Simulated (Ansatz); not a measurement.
The calculation used Ansatz 0.2.0, DFT PBE, scalar-relativistic, plane waves, PAW. Settings of the last relaxation (5-atom cell): 420 eV, 12×12×12 k points, Gaussian smearing of 0.10 eV, no spin polarisation.

Energies over the elements count from the elements' standard structures at the same level, with no fitted energy shifts.

**Question.** Give a relaxed trial structure of a trigonal metal with formula Ti₂W₃, with a formation energy near −0.06 eV/atom and a density near 13.33 g/cm³, in a cell of 5 atoms. Its symmetry should be R-3m (No. 166).

**Answer.** Ti₂W₃, space group R-3m (No. 166). Around Ti lie 5 W at 2.73–2.80 Å, 3 Ti at 2.79 Å and 6 W at 3.16–3.18 Å; around W on a site of symmetry 3m lie 4 W at 2.68–2.77 Å, 4 Ti at 2.73–2.76 Å, 3 Ti at 3.18 Å and 3 W at 3.23 Å; W on a site of symmetry -3m has 6 W at 2.77 Å, 2 Ti at 2.80 Å and 6 Ti at 3.16 Å.

```yaml
crystal:
  lattice:
    - [2.24951, 1.29875, 4.59923]
    - [-2.24951, 1.29875, 4.59923]
    - [0.00000, -2.59751, 4.59923]
  atoms:
    - { symbol: Ti, position: [0.79690, 0.79690, 0.79690] }
    - { symbol: Ti, position: [0.20310, 0.20310, 0.20310] }
    - { symbol: W, position: [0.40295, 0.40295, 0.40295] }
    - { symbol: W, position: [0.59705, 0.59705, 0.59705] }
    - { symbol: W, position: [0.00000, 0.00000, 0.00000] }
```

The volume per atom is 16.12 Å³, the density is 13.33 g/cm³ and the energy over the elements is −0.06 eV/atom. The gap on the 12×12×12 mesh of the 5-atom cell is 0 eV (a metal).

The structure comes from a generated guess, relaxed at this level; another structure or a mixture of phases may lie lower. Other answers may fit too; this one was computed.

Spin–orbit coupling, which can matter for W, is left out. A later test with randomly moved atoms came back to the same energy, though modes that don't fit the test's cell weren't probed.
